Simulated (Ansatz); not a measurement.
Method: Ansatz 0.2.0, DFT PBE, scalar-relativistic, plane waves, PAW. All cells share a 420 eV cutoff and Γ-centred k meshes spaced at most about 0.3 Å⁻¹ (about 0.25 or finer for metals, 2π included). No spin polarisation in the final relaxations.

Temperature and zero-point effects are left out.

Two forms of TaC5 were relaxed alike.

1.

```xyz
6
Lattice="2.2423 1.2946 3.4980 -2.2423 1.2946 3.4980 0.0000 -2.5892 3.4980" Properties=species:S:1:pos:R:3 pbc="T T T"
Ta    0.0000    0.0000    0.0000
C     0.0000    0.0000    8.3750
C     0.8139   -1.4097    5.2470
C     0.8139    1.4097    5.2470
C    -1.6278    0.0000    5.2470
C     0.0000    0.0000    2.1191
```

2.

```xyz
6
Lattice="2.2857 -4.1232 0.0000 2.2857 4.1232 0.0000 0.0000 0.0000 3.2616" Properties=species:S:1:pos:R:3 pbc="T T T"
Ta    2.2857    0.0000    0.0000
C     2.2857   -2.7429    0.0000
C     2.2857    2.7429    0.0000
C     1.1429    2.0616    0.4907
C     1.1429   -2.0616    2.7709
C     0.0000    0.0000    0.0000
```

Question: Which is lower in energy, and by how much?

Answer: Cell 2 is lower, by 87 meV/atom. Cell 1 has space group R32 (No. 155), 10.2 Å³/atom and no gap on its mesh; cell 2 has space group C222 (No. 21), 10.2 Å³/atom and no gap. Counting C atoms around Ta (those within 1.25 times the shortest such distance or 1.15 times the sum of covalent radii, 1.27 where that leaves under three; a plus sign parts nearer from farther groups), cell 1 has Ta 8 and cell 2 has Ta 6+6. Cell 1 and cell 2 both hold C–C nets. Even the lower one lies +1.30 eV/atom against the reference forms of the elements (uncorrected), so neither is stable at this level. Both come from invented guesses.

These runs have no spin–orbit coupling, which can matter for Ta. A magnetic state wasn't ruled out in cells without spin, among them R32, C222. Cells relaxed within their symmetry can be saddle points.
